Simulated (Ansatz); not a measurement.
Ansatz input file:

```yaml
crystal:
  lattice:
    - [4.5547257296, 0.0, 0.0]
    - [-2.2773628648, 3.9445081891, 0.0]
    - [0.0, 0.0, 4.914259899]
  atoms:
    - { symbol: Ba, position: [0.0, 0.0, 0.0] }
    - { symbol: Ga, position: [0.3333333333, 0.6666666667, 0.4700043304] }
    - { symbol: Ga, position: [0.6666666667, 0.3333333333, 0.5299956696] }
    - { symbol: H, position: [0.3333333333, 0.6666666667, 0.1223013024] }
    - { symbol: H, position: [0.6666666667, 0.3333333333, 0.8776986976] }
basis:
  ecutwfc: 420
kpoints:
  mp_grid: { grid: [12, 12, 8] }
hamiltonian:
  xc: pbesol
scf:
  occupations: { method: gaussian, width: 0.1 }
output:
  forces: true
  stress: true
  eigenvalues: true
relax:
  adjacent_minimum: "off"
  f_tol: 0.01
  max_steps: 30
  cell: { stress_tol: 0.1, fix: [volume] }
```

Run as
```bash
ansatz run input.yaml --threads 1 --pin off --max-ram 2560MiB --backend cpu --events-out ev --progress --plain --runs-dir out
```

Method: Ansatz 0.2.0, DFT PBEsol, scalar-relativistic, plane waves, PAW.

From the run's log, abridged (iterations and final results):

```
SCF iter   1: F=—  HF=-13382.741404 eV  |F-HF|=—  |Δ(HF+E_count)|=         —  Δρ=5.40e-3  dr2=2.22e-2  ethr=1.77e-3  ⟨swp⟩=7.9  Hψ=16627  notcnv=0
SCF iter   2: F=—  HF=-13382.735282 eV  |F-HF|=—  |Δ(HF+E_count)|=   6.12e-3  Δρ=2.94e-3  dr2=8.54e-3  ethr=5.85e-5  ⟨swp⟩=1.1  Hψ=4215  notcnv=0
SCF iter   3: F=—  HF=-13382.732773 eV  |F-HF|=—  |Δ(HF+E_count)|=   2.51e-3  Δρ=5.78e-4  dr2=4.70e-4  ethr=2.25e-5  ⟨swp⟩=2.0  Hψ=3565  notcnv=0  defer=6
SCF iter   4: F=—  HF=-13382.732722 eV  |F-HF|=—  |Δ(HF+E_count)|=   5.10e-5  Δρ=3.84e-4  dr2=1.91e-4  ethr=1.24e-6  ⟨swp⟩=2.0  Hψ=4652  notcnv=0  defer=6
SCF iter   5: F=—  HF=-13382.732698 eV  |F-HF|=—  |Δ(HF+E_count)|=   2.47e-5  Δρ=1.65e-4  dr2=4.70e-5  ethr=5.03e-7  ⟨swp⟩=2.0  Hψ=5277  notcnv=0  defer=6
SCF iter   6: F=—  HF=-13382.732671 eV  |F-HF|=—  |Δ(HF+E_count)|=   2.63e-5  Δρ=4.57e-5  dr2=3.67e-6  ethr=1.24e-7  ⟨swp⟩=2.0  Hψ=5399  notcnv=0  defer=4
SCF iter   7: F=—  HF=-13382.732671 eV  |F-HF|=—  |Δ(HF+E_count)|=   2.61e-7  Δρ=1.09e-5  dr2=2.30e-7  ethr=9.66e-9  ⟨swp⟩=2.0  Hψ=3616  notcnv=0  defer=4
SCF iter   8: F=-13382.732671 eV  HF=-13382.732671 eV  |F-HF|=2.74e-9  |Δ(HF+E_count)|=   1.64e-8  Δρ=3.91e-6  dr2=1.55e-8  ethr=2.63e-10  ⟨swp⟩=8.1  Hψ=15789  notcnv=0
SCF 1 converged in 8 iterations: F = -13382.732671 eV  dr2 = 1.55e-8
relax step   1: F+E_penalty+E_count = -13382.73267106 eV  Δ(F+E_penalty+E_count) = +0.000e0 eV  max|allowed force component| = 8.019e-2 eV/Å  Δτ_max = 0.0000 Å  P = -2.564 GPa  Ω = 88.290 Å³  fix = [volume]  reactions: volume -2.564 GPa (8 SCF iters, dr2 threshold 1.00e-7 eV, accepted)
Basis set: ecut = 420 eV, 1727 PW (Γ), exchange–correlation on 64×64×72 points (8 copies of the dense FFT grid, shifted against one another)
Initial density: handed on by an earlier stage of this run
Initial wavefunctions: those handed on with the density
SCF iter   1: F=—  HF=-13382.734901 eV  |F-HF|=—  |Δ(HF+E_count)|=         —  Δρ=1.27e-3  dr2=1.47e-3  ethr=4.10e-6  ⟨swp⟩=2.4  Hψ=18136  notcnv=0
SCF iter   2: F=—  HF=-13382.734605 eV  |F-HF|=—  |Δ(HF+E_count)|=   2.96e-4  Δρ=7.42e-4  dr2=5.69e-4  ethr=3.87e-6  ⟨swp⟩=1.0  Hψ=3145  notcnv=0
SCF iter   3: F=—  HF=-13382.734416 eV  |F-HF|=—  |Δ(HF+E_count)|=   1.89e-4  Δρ=1.13e-4  dr2=1.56e-5  ethr=1.50e-6  ⟨swp⟩=2.1  Hψ=3895  notcnv=0
SCF iter   4: F=—  HF=-13382.734412 eV  |F-HF|=—  |Δ(HF+E_count)|=   4.58e-6  Δρ=6.62e-5  dr2=3.51e-6  ethr=4.12e-8  ⟨swp⟩=2.0  Hψ=5528  notcnv=0
SCF iter   5: F=—  HF=-13382.734409 eV  |F-HF|=—  |Δ(HF+E_count)|=   2.97e-6  Δρ=1.98e-5  dr2=6.60e-7  ethr=9.25e-9  ⟨swp⟩=2.0  Hψ=4728  notcnv=0
SCF iter   6: F=-13382.734409 eV  HF=-13382.734409 eV  |F-HF|=4.53e-8  |Δ(HF+E_count)|=   1.47e-8  Δρ=5.56e-6  dr2=5.88e-8  ethr=1.06e-9  ⟨swp⟩=6.0  Hψ=15355  notcnv=0
SCF 2 converged in 6 iterations: F = -13382.734409 eV  dr2 = 5.88e-8
relax step   2: F+E_penalty+E_count = -13382.73440861 eV  Δ(F+E_penalty+E_count) = -1.738e-3 eV  max|allowed force component| = 3.812e-2 eV/Å  Δτ_max = 0.0229 Å  P = -2.361 GPa  Ω = 88.290 Å³  energy of the carried Pulay correction = -4.940e-18 eV  fix = [volume]  reactions: volume -2.361 GPa (6 SCF iters, dr2 threshold 4.02e-7 eV, accepted)
SCF iter   1: F=—  HF=-13382.734548 eV  |F-HF|=—  |Δ(HF+E_count)|=         —  Δρ=4.24e-4  dr2=1.72e-4  ethr=4.20e-7  ⟨swp⟩=2.2  Hψ=18310  notcnv=0
SCF iter   2: F=—  HF=-13382.734504 eV  |F-HF|=—  |Δ(HF+E_count)|=   4.48e-5  Δρ=2.33e-4  dr2=6.19e-5  ethr=4.20e-7  ⟨swp⟩=1.0  Hψ=3146  notcnv=0
SCF iter   3: F=—  HF=-13382.734477 eV  |F-HF|=—  |Δ(HF+E_count)|=   2.67e-5  Δρ=4.01e-5  dr2=4.20e-6  ethr=1.63e-7  ⟨swp⟩=2.0  Hψ=5465  notcnv=0
SCF iter   4: F=—  HF=-13382.734476 eV  |F-HF|=—  |Δ(HF+E_count)|=   8.52e-7  Δρ=1.96e-5  dr2=5.30e-7  ethr=1.11e-8  ⟨swp⟩=2.0  Hψ=5429  notcnv=0
SCF iter   5: F=—  HF=-13382.734476 eV  |F-HF|=—  |Δ(HF+E_count)|=   2.07e-7  Δρ=1.06e-5  dr2=2.00e-7  ethr=2.39e-10  ⟨swp⟩=6.5  Hψ=16394  notcnv=0
SCF iter   6: F=-13382.734476 eV  HF=-13382.734476 eV  |F-HF|=2.23e-8  |Δ(HF+E_count)|=   8.99e-8  Δρ=4.22e-6  dr2=3.33e-8  ethr=2.39e-10  ⟨swp⟩=4.5  Hψ=11906  notcnv=0
SCF 3 converged in 6 iterations: F = -13382.734476 eV  dr2 = 3.33e-8
relax step   3: F+E_penalty+E_count = -13382.73447571 eV  Δ(F+E_penalty+E_count) = -6.710e-5 eV  max|allowed force component| = 1.553e-2 eV/Å  Δτ_max = 0.0070 Å  P = -2.320 GPa  Ω = 88.290 Å³  fix = [volume]  reactions: volume -2.320 GPa (6 SCF iters, dr2 threshold 9.08e-8 eV, accepted)
SCF iter   1: F=—  HF=-13382.734581 eV  |F-HF|=—  |Δ(HF+E_count)|=         —  Δρ=1.97e-4  dr2=3.46e-5  ethr=7.92e-8  ⟨swp⟩=2.1  Hψ=17885  notcnv=0
SCF iter   2: F=—  HF=-13382.734569 eV  |F-HF|=—  |Δ(HF+E_count)|=   1.19e-5  Δρ=1.09e-4  dr2=1.16e-5  ethr=7.92e-8  ⟨swp⟩=1.2  Hψ=3488  notcnv=0
SCF iter   3: F=—  HF=-13382.734564 eV  |F-HF|=—  |Δ(HF+E_count)|=   4.66e-6  Δρ=1.56e-5  dr2=3.38e-7  ethr=3.06e-8  ⟨swp⟩=2.0  Hψ=5468  notcnv=0
SCF iter   4: F=—  HF=-13382.734564 eV  |F-HF|=—  |Δ(HF+E_count)|=   1.17e-8  Δρ=7.38e-6  dr2=6.66e-8  ethr=8.90e-10  ⟨swp⟩=2.0  Hψ=5492  notcnv=0
SCF iter   5: F=—  HF=-13382.734564 eV  |F-HF|=—  |Δ(HF+E_count)|=   3.72e-8  Δρ=3.07e-6  dr2=1.88e-8  ethr=3.97e-11  ⟨swp⟩=5.0  Hψ=12923  notcnv=0
SCF iter   6: F=-13382.734564 eV  HF=-13382.734564 eV  |F-HF|=1.63e-9  |Δ(HF+E_count)|=   5.35e-9  Δρ=1.23e-6  dr2=3.00e-9  ethr=3.97e-11  ⟨swp⟩=4.0  Hψ=11096  notcnv=0
SCF 4 converged in 6 iterations: F = -13382.734564 eV  dr2 = 3.00e-9
relax step   4: F+E_penalty+E_count = -13382.73456437 eV  Δ(F+E_penalty+E_count) = -8.866e-5 eV  max|allowed force component| = 3.461e-4 eV/Å  Δτ_max = 0.0028 Å  P = -2.330 GPa  Ω = 88.290 Å³  energy of the carried Pulay correction = -1.482e-17 eV  fix = [volume]  reactions: volume -2.330 GPa (6 SCF iters, dr2 threshold 1.51e-8 eV, accepted)
Initial wavefunctions: pseudopotential atomic-orbital guess (no wavefunctions were taken with the density)
SCF iter   1: F=—  HF=-13382.734539 eV  |F-HF|=—  |Δ(HF+E_count)|=         —  Δρ=1.11e-4  dr2=2.35e-7  ethr=6.65e-7  ⟨swp⟩=2.1  Hψ=23229  notcnv=0
SCF iter   2: F=—  HF=-13382.734556 eV  |F-HF|=—  |Δ(HF+E_count)|=   1.69e-5  Δρ=5.61e-5  dr2=6.15e-8  ethr=6.19e-10  ⟨swp⟩=2.1  Hψ=5620  notcnv=0
SCF iter   3: F=—  HF=-13382.734563 eV  |F-HF|=—  |Δ(HF+E_count)|=   7.00e-6  Δρ=1.72e-6  dr2=1.35e-9  ethr=1.62e-10  ⟨swp⟩=2.4  Hψ=4697  notcnv=0
SCF iter   4: F=—  HF=-13382.734563 eV  |F-HF|=—  |Δ(HF+E_count)|=   1.30e-9  Δρ=3.80e-7  dr2=3.04e-10  ethr=1.00e-12  ⟨swp⟩=5.9  Hψ=14916  notcnv=0
SCF iter   5: F=-13382.734563 eV  HF=-13382.734563 eV  |F-HF|=9.09e-11  |Δ(HF+E_count)|=  4.73e-11  Δρ=2.72e-7  dr2=1.82e-10  ethr=1.00e-12  ⟨swp⟩=4.0  Hψ=10769  notcnv=0
SCF 5 converged in 5 iterations: F = -13382.734563 eV  dr2 = 1.82e-10
SCF converged after 5 iterations
Free energy (F): -13382.734563 eV
Harris-Foulkes:  -13382.734563 eV  (|F-HF|=9.09e-11)
Internal energy: -13382.732874 eV  (E = F + TS)
E sigma→0 (E₀):  -13382.733719 eV
Entropy (-TS):   -0.001688 eV (-0.338 meV/atom)
Fermi energy:    8.296127 eV
--- Per-component energies (eV) ---
  E_band       = -152.219455
  E_kinetic    = 426.525969
  E_local      = -4644.511856  (includes V_loc(G=0)·N_el)
  E_nonlocal   = 908.978825
  E_hartree    = 2143.465056
  E_xc         = -322.464714
  E_vxc        = -275.952082  (∫ρ·V_xc dr)
  E_paw        = -9036.505764  (= ΣΔE_a)
  E_vpaw       = -854.188180  (= ΣTr[D̂ρ^β])
  E_aug_tail   = -0.002588  (compensation charges beyond the density's cutoff)
  E_ewald      = -2860.095193
  E_core_change = 1.877389  (= ΣΔE_core)
  E_smearing   = -0.001688  (= −TS)
--- Forces (eV/Å), atoms counted from 1 ---
  atom   1  Ba     0.00000000     0.00000000     0.00000000
  atom   2  Ga     0.00000000     0.00000000     0.00013974
  atom   3  Ga     0.00000000     0.00000000    -0.00013974
  atom   4  H      0.00000000     0.00000000    -0.00046868
  atom   5  H      0.00000000     0.00000000     0.00046868
--- Stress (GPa, compression-positive) ---
       -2.330589       0.000000       0.000000
        0.000000      -2.330589       0.000000
        0.000000       0.000000      -2.328027
  P = ⅓ Tr σ = -2.3297 GPa (-23.297 kbar)
--- Band table (eV; the first three rows and the last of 131) ---
  k-point 0: bands = ["-19.5446", "-6.4632", "-6.3442", "-6.3442", "-6.3416", "-6.3416", "-6.2667", "-6.2007", "-6.2007", "-6.1773", "-6.1773", "-4.8434", "-4.6265", "-4.6265", "-0.9416", "3.6956", "5.0442", "7.8008", "7.8008", "8.5915", "11.8017", "11.8491", "11.8491", "12.1574"]
  k-point 1: bands = ["-19.5438", "-6.4617", "-6.3445", "-6.3445", "-6.3422", "-6.3422", "-6.2658", "-6.1997", "-6.1997", "-6.1780", "-6.1780", "-4.8881", "-4.6243", "-4.6243", "-0.8150", "3.3958", "5.2389", "7.8814", "7.8814", "8.6637", "11.0290", "11.0945", "11.0945", "11.9953"]
  k-point 2: bands = ["-19.5419", "-6.4581", "-6.3451", "-6.3451", "-6.3435", "-6.3435", "-6.2636", "-6.1970", "-6.1970", "-6.1799", "-6.1799", "-4.9900", "-4.6189", "-4.6189", "-0.4776", "2.7805", "5.5904", "8.1136", "8.1136", "8.7322", "10.4125", "10.4125", "10.4250", "11.2331"]
  k-point 130: bands = ["-19.5056", "-6.4938", "-6.4212", "-6.4212", "-6.3570", "-6.2842", "-6.2842", "-6.2012", "-6.2012", "-6.1743", "-6.0179", "-4.9557", "-4.9557", "-4.8517", "1.4367", "1.4367", "4.8863", "4.8863", "6.5429", "11.3502", "11.9945", "11.9945", "12.7520", "13.5149"]
--- Relaxed structure (4 steps of the walk, 4 accepted, 1 SCFs on fresh bases) ---
  F+E_penalty+E_count = -13382.73456281 eV   max|allowed force component| = 4.687e-4 eV/Å   (the final SCF, on the basis selected at the relaxed cell)
  cell:  # Å, volume = 88.2903 Å³
    - [4.54000484, 0.0, 0.0]
    - [-2.27000242, 3.93175953, 0.0]
    - [0.0, 0.0, 4.94618035]
  atoms:
    - { symbol: Ba, position: [0.0, 0.0, 0.0] }
    - { symbol: Ga, position: [0.33333333, 0.66666666, 0.47005454] }
    - { symbol: Ga, position: [0.66666666, 0.33333333, 0.52994545] }
    - { symbol: H, position: [0.33333333, 0.66666666, 0.12693340] }
    - { symbol: H, position: [0.66666666, 0.33333333, 0.87306659] }
```

The relaxation met its thresholds.

The run took 91 s on 1 thread of Arm Neoverse V2, on a shared host, peak memory 0.53 GiB.